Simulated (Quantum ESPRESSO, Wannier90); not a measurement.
# Tight-binding from DFT: RbHS (P2₁/m)

```xyz
6
Lattice="4.5846 0.0000 0.0000 0.0000 5.1452 0.0000 -1.3861 0.0000 6.7592" Properties=species:S:1:pos:R:3 pbc="T T T"
Rb     1.3892     1.2863    -1.6115
Rb    -1.3892    -1.2863     1.6115
H     -2.7425     1.2863     2.6662
H      2.7425    -1.2863    -2.6662
S      0.8552     1.2863     1.7566
S     -0.8552    -1.2863    -1.7566
```

Structure: Materials Project mp-696804, symmetrised, not relaxed again. Not found in the COD (Crystallography Open Database) copy used; not checked further. Method: PBEsol plane waves in Quantum ESPRESSO 7.5 (PseudoDojo norm-conserving files, 58 Ry, no spin polarisation, no spin-orbit coupling), Bloch states on a 8×6×6 mesh through Γ, Wannier90 4.0.1. Density: 8×6×6 mesh, cold smearing 0.01 Ry.

Bands 13-16 form an isolated set from -1.00 to 0.00 eV relative to the valence-band maximum (on the path) and are turned into 4 Wannier functions by minimising the spread from the start: SCDM (isolated).

Centres (Cartesian, Å; one of the equivalent choices) and spreads:

```json
[
 {"n": "1", "x": "0.886", "y": "1.287", "z": "1.791", "spread (Å²)": "2.207", "nearest atom": "S5"},
 {"n": "2", "x": "-0.886", "y": "-1.286", "z": "-1.791", "spread (Å²)": "2.207", "nearest atom": "S6"},
 {"n": "3", "x": "-0.896", "y": "-1.287", "z": "-1.798", "spread (Å²)": "2.232", "nearest atom": "S6"},
 {"n": "4", "x": "0.896", "y": "1.286", "z": "1.798", "spread (Å²)": "2.232", "nearest atom": "S5"}
]
```

Ω_I = 8.87 Å², Ω_total = 8.88 Å²; the interpolated bands follow pw.x to 0.2 meV rms on the path. Only this start was tried; a symmetric start can stop on a saddle, and mixtures of these functions could lower the total by at most Ω_total − Ω_I.
